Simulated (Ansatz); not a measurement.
# Profile along the Sr–Sr line in Sr (fcc, Cu type)

Sr (fcc, Cu type), conventional cell a = 6.029 Å, b = 6.029 Å, c = 6.029 Å, α = 90.00°, β = 90.00°, γ = 90.00°. The calculation uses the primitive cell of 1 atom, to which meshes and values per cell refer.

Fields along a shortest Sr–Sr line of a {111} plane (4.26 Å), from Sr to Sr, interpolated on the slice's grid (step about 0.3 Å). Method: PBE (plane waves to 420 eV, PAW, scalar-relativistic; Ansatz, a program for electronic structure). k mesh 13×13×13. These are valence fields of a PAW run, semicore shells included where kept as valence: close to a nucleus they are smooth pseudo fields. Sr was relaxed with its symmetry unable to fall. The PAW data are Ansatz's earlier set.

```json
[
 {"distance from Sr (Å)": "0.00", "valence electron density (e/Å³)": "1.29", "electron localisation function": "x"},
 {"distance from Sr (Å)": "0.21", "valence electron density (e/Å³)": "1.95", "electron localisation function": "x"},
 {"distance from Sr (Å)": "0.43", "valence electron density (e/Å³)": "2.61", "electron localisation function": "x"},
 {"distance from Sr (Å)": "0.64", "valence electron density (e/Å³)": "2.14", "electron localisation function": "0.85"},
 {"distance from Sr (Å)": "0.85", "valence electron density (e/Å³)": "1.09", "electron localisation function": "0.83"},
 {"distance from Sr (Å)": "1.06", "valence electron density (e/Å³)": "0.41", "electron localisation function": "0.61"},
 {"distance from Sr (Å)": "1.28", "valence electron density (e/Å³)": "0.15", "electron localisation function": "0.21"},
 {"distance from Sr (Å)": "1.49", "valence electron density (e/Å³)": "0.07", "electron localisation function": "0.07"},
 {"distance from Sr (Å)": "1.70", "valence electron density (e/Å³)": "0.05", "electron localisation function": "0.10"},
 {"distance from Sr (Å)": "1.92", "valence electron density (e/Å³)": "0.04", "electron localisation function": "0.20"},
 {"distance from Sr (Å)": "2.13", "valence electron density (e/Å³)": "0.04", "electron localisation function": "0.28"},
 {"distance from Sr (Å)": "2.34", "valence electron density (e/Å³)": "0.04", "electron localisation function": "0.20"},
 {"distance from Sr (Å)": "2.56", "valence electron density (e/Å³)": "0.05", "electron localisation function": "0.10"},
 {"distance from Sr (Å)": "2.77", "valence electron density (e/Å³)": "0.07", "electron localisation function": "0.07"},
 {"distance from Sr (Å)": "2.98", "valence electron density (e/Å³)": "0.15", "electron localisation function": "0.21"},
 {"distance from Sr (Å)": "3.19", "valence electron density (e/Å³)": "0.41", "electron localisation function": "0.61"},
 {"distance from Sr (Å)": "3.41", "valence electron density (e/Å³)": "1.09", "electron localisation function": "0.83"},
 {"distance from Sr (Å)": "3.62", "valence electron density (e/Å³)": "2.14", "electron localisation function": "0.85"},
 {"distance from Sr (Å)": "3.83", "valence electron density (e/Å³)": "2.61", "electron localisation function": "x"},
 {"distance from Sr (Å)": "4.05", "valence electron density (e/Å³)": "1.95", "electron localisation function": "x"},
 {"distance from Sr (Å)": "4.26", "valence electron density (e/Å³)": "1.29", "electron localisation function": "x"}
]
```

x: too close to a nucleus for the ELF to mean much.

Density on the Sr–Sr line (4.26 Å) at its midpoint: 0.04 e/Å³. ELF at that point: 0.28.
